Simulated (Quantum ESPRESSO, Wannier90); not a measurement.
# Wannier functions of K₂Se (anti-fluorite)

Cell from Materials Project (mp-8426), symmetrised, no further relaxation. COD (Crystallography Open Database) has an entry of this formula and space group (matched by these alone). Level: LDA, no spin polarisation, no spin-orbit coupling; pw.x of Quantum ESPRESSO at 69 Ry with PseudoDojo potentials, 8×8×8 k-points, Wannier90. Density: 8×8×8 mesh, cold smearing 0.01 Ry. Spin-orbit coupling, left out, would split the p-like bands by a few tenths of an eV.

On the energy scale of pw.x, whose zero is arbitrary, the valence-band maximum lies at 2.69 eV.

Input w.win:

```
num_bands = 1
num_wann = 1
exclude_bands = 1-13,15-26
num_iter = 1000
conv_tol = 1.0e-6
conv_window = 4
write_hr = true
write_u_matrices = true
auto_projections = true
begin unit_cell_cart
ang
    0.0000000000    3.8359550000    3.8359550000
    3.8359550000    0.0000000000    3.8359550000
    3.8359550000    3.8359550000    0.0000000000
end unit_cell_cart
begin atoms_frac
K    0.2500000000  0.2500000000  0.2500000000
K   -0.2500000000 -0.2500000000 -0.2500000000
Se   0.0000000000  0.0000000000  0.0000000000
end atoms_frac
mp_grid = 8 8 8
begin kpoints
0.0000000000 0.0000000000 0.0000000000
0.0000000000 0.0000000000 0.1250000000
0.0000000000 0.0000000000 0.2500000000
... (509 more lines: the 8x8x8 mesh through Gamma)
end kpoints
```

Input of pw2wannier90.x that gives the overlap and projection files (equivalent; here they were cut from one run over all bands):

```
&inputpp
  outdir = './out'
  prefix = 'pwscf'
  seedname = 'w'
  write_amn = .true.
  write_mmn = .true.
  atom_proj = .true.
  atom_proj_exclude = 1 2 3 4 5 6 7 8 9 10 11 12 13 14 15 17 18 19
/
```

Output w.wout (banner and timings cut):

```
                                    ------
                                    SYSTEM
                                    ------

                              Lattice Vectors (Ang)
                    a_1     0.000000   3.835955   3.835955
                    a_2     3.835955   0.000000   3.835955
                    a_3     3.835955   3.835955   0.000000

                   Unit Cell Volume:     112.88871  (Ang^3)

                        Reciprocal-Space Vectors (Ang^-1)
                    b_1    -0.818986   0.818986   0.818986
                    b_2     0.818986  -0.818986   0.818986
                    b_3     0.818986   0.818986  -0.818986

 *----------------------------------------------------------------------------*
 |   Site       Fractional Coordinate          Cartesian Coordinate (Ang)     |
 +----------------------------------------------------------------------------+
 | k    1   0.25000   0.25000   0.25000   |    1.91798   1.91798   1.91798    |
 | k    2  -0.25000  -0.25000  -0.25000   |   -1.91798  -1.91798  -1.91798    |
 | se   1   0.00000   0.00000   0.00000   |    0.00000   0.00000   0.00000    |
 *----------------------------------------------------------------------------*
                                ------------
                                K-POINT GRID
                                ------------

             Grid size =  8 x  8 x  8      Total points =  512

 *---------------------------------- MAIN ------------------------------------*
 |  Number of Wannier Functions               :                 1             |
 |  Number of Objective Wannier Functions     :                 1             |
 |  Number of input Bloch states              :                 1             |
 |  Output verbosity (1=low, 5=high)          :                 1             |
 |  Timing Level (1=low, 5=high)              :                 1             |
 |  Optimisation (0=memory, 3=speed)          :                 3             |
 |  Length Unit                               :               Ang             |
 |  Post-processing setup (write *.nnkp)      :                 F             |
 |  Using Gamma-only branch of algorithms     :                 F             |
 *----------------------------------------------------------------------------*
 *------------------------------- WANNIERISE ---------------------------------*
 |  Total number of iterations                :              1000             |
 |  Number of CG steps before reset           :                 5             |
 |  Trial step length for line search         :             2.000             |
 |  Convergence tolerence                     :         0.100E-05             |
 |  Convergence window                        :                 4             |
 |  Iterations between writing output         :                 1             |
 |  Iterations between backing up to disk     :               100             |
 |  Write r^2_nm to file                      :                 F             |
 |  Write xyz WF centres to file              :                 F             |
 |  Write on-site energies <0n|H|0n> to file  :                 F             |
 |  Use guiding centre to control phases      :                 F             |
 |  Use phases for initial projections        :                 F             |
 *----------------------------------------------------------------------------*
 *-------------------------------- PLOTTING ----------------------------------*
 |  Plotting Hamiltonian in WF basis          :                 T             |
 *----------------------------------------------------------------------------*

       ... (k-mesh section left out)

 Starting a new Wannier90 calculation ...

 Reading overlaps from w.mmn

 Reading projections from w.amn

 *------------------------------- WANNIERISE ---------------------------------*
 +--------------------------------------------------------------------+<-- CONV
 | Iter  Delta Spread     RMS Gradient      Spread (Ang^2)            |<-- CONV
 +--------------------------------------------------------------------+<-- CONV

 ------------------------------------------------------------------------------
 Initial State
  WF centre and spread    1  (  0.000000, -0.000000, -0.000000 )     1.61722123
  Sum of centres and spreads (  0.000000, -0.000000, -0.000000 )     1.61722123

      0     0.162E+01     0.0000000000        1.6172212315  <-- CONV
        O_D=      0.0000000 O_OD=      0.0000000 O_TOT=      1.6172212 <-- SPRD
 ------------------------------------------------------------------------------
      1     0.000E+00     0.0000000009        1.6172212315  <-- CONV
        O_D=      0.0000000 O_OD=      0.0000000 O_TOT=      1.6172212 <-- SPRD
      2     0.000E+00     0.0000000009        1.6172212315  <-- CONV
        O_D=      0.0000000 O_OD=      0.0000000 O_TOT=      1.6172212 <-- SPRD
      3     0.000E+00     0.0000000009        1.6172212315  <-- CONV
        O_D=      0.0000000 O_OD=      0.0000000 O_TOT=      1.6172212 <-- SPRD
      4     0.000E+00     0.0000000009        1.6172212315  <-- CONV
        O_D=      0.0000000 O_OD=      0.0000000 O_TOT=      1.6172212 <-- SPRD
             <<<     Delta < 1.000E-06  over  4 iterations     >>>
             <<< Wannierisation convergence criteria satisfied >>>
 Final State
  WF centre and spread    1  (  0.000000, -0.000000, -0.000000 )     1.61722123
  Sum of centres and spreads (  0.000000, -0.000000, -0.000000 )     1.61722123

         Spreads (Ang^2)       Omega I      =     1.617221232
        ================       Omega D      =     0.000000000
                               Omega OD     =     0.000000000
    Final Spread (Ang^2)       Omega Total  =     1.617221232
```
